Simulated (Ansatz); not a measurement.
Te2Pt in space group P-3m1 (No. 164; Te on 2d, Pt on 1a) at seven volumes, DFT-PBE+D3(BJ) in the program Ansatz with PAW potentials, shape and atoms relaxed at each. One row is withheld.

| V (Å³/atom) | P (GPa) |
|---|---|
| 21.967 | 8.95 |
| 22.691 | ? |
| 23.415 | 2.36 |
| 24.139 | 0.00 |
| 24.864 | -1.67 |
| 25.588 | -2.86 |
| 26.312 | -3.69 |

Question: Fit the shown pressures and predict the withheld one.

Answer: P = (3/2)B₀(x^(7/2) − x^(5/2))[1 + (3/4)(B′ − 4)(x − 1)] with x = (V₀/V)^(2/3). Least squares on the six rows gives V₀ = 24.157 Å³/atom, B₀ = 63.8 GPa, B′ = 8.56. At V = 22.691, x = 1.0426 and P = 5.19 GPa. The run itself gave 5.28 GPa.

The cell was relaxed with PBE+D3(BJ) under the symmetry of its start. No spin polarisation was allowed. Spin–orbit coupling is left out wherever it is not named.

Potentials: the later of the program's two PAW sets.
